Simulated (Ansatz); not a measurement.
## Lu₆MgWO₁₂: Quadrupolar parameters

The cell is a computed structure from the Materials Project (it need not be an observed phase), taken as it stands.

```cif
data_Lu6MgWO12
_symmetry_space_group_name_H-M 'R-3:H'
_symmetry_Int_Tables_number 148
_cell_length_a 9.3417
_cell_length_b 9.3417
_cell_length_c 10.5725
_cell_angle_alpha 90.000
_cell_angle_beta 90.000
_cell_angle_gamma 120.000
loop_
_atom_site_label
_atom_site_type_symbol
_atom_site_symmetry_multiplicity
_atom_site_Wyckoff_symbol
_atom_site_fract_x
_atom_site_fract_y
_atom_site_fract_z
Mg Mg 3 b 0.0000 0.0000 0.5000
Lu Lu 18 f 0.7768 0.7392 0.3019
W W 3 a 0.0000 0.0000 0.0000
O9 O 18 f 0.5129 0.8744 0.5677
O11 O 18 f 0.8109 0.9725 0.3778
```

One atom of each set is listed; the run and its k-mesh use a cell of 20 atoms with edges of 6.44, 6.44, 6.44 Å.

Method: Kohn–Sham DFT in Ansatz, r2SCAN, plane waves and PAW, scalar-relativistic, collinear spin, 500 eV cutoff, Γ-centred 5×5×5 k-points, Fermi–Dirac smearing 0.05 eV. Start moments as typed (μB): 2 on each W, none on the rest.

Conventions: |V_zz| ≥ |V_yy| ≥ |V_xx|, η = (V_xx − V_yy)/V_zz, C_Q = eQV_zz/h.

Mg-25: I = 5/2, Q = 199.4 mb; Lu-176: I = 7, Q = 4970 mb; 17O: I = 5/2, Q = -25.58 mb. Quadrupole moments are those of Pyykkö's year-2017 table.

```csv
site,atoms,first shell,"V_xx, V_yy, V_zz (10²¹ V/m²)",η,C_Q (MHz)
Mg,1,6 O at 2.10 Å,"0.20, 0.20, -0.40",0.00,-1.90
Lu,6,6 O at 2.19–2.36 Å,"5.61, 14.85, -20.5",0.45,-2459
W,1,6 O at 2.10 Å,"0.47, 0.47, -0.94",0.00,–
O9,6,"1 W at 2.10 Å, 3 Lu at 2.19–2.36 Å","-1.01, -2.01, 3.02",0.33,-1.87
O11,6,"1 Mg at 2.10 Å, 3 Lu at 2.19–2.20 Å","-0.15, -0.94, 1.09",0.72,-0.677
```

An axis of threefold or higher order runs through Mg and W, so V_zz lies along it and η is zero. At O9 V_zz points along its shortest bond, to W (within 5°).

W has no stable isotope with a ground-state quadrupole moment in the table, so no C_Q is given.

The largest force is 0.7 eV/Å, so the atoms aren't at the calculated equilibrium and relaxing them would move these values. The program didn't check the stability of this electronic state in full, so a lower one may lie near. The run finds no gap above 0.1 eV (a metal, or nearly one), so the gradients can move by 10 % or more with the k-mesh. Without spin–orbit coupling the gradients at and beside Lu and W can be off by some per cent, at some sites by more. Semilocal functionals make gaps too small and can close them, so the real compound need not be a metal. All moments are parallel here, as the start or the cell imposes; many such compounds order antiparallel, where fields and spin densities carried over to other atoms largely cancel. The magnetic order is the one that the run reached from its start moments, not necessarily the measured one.
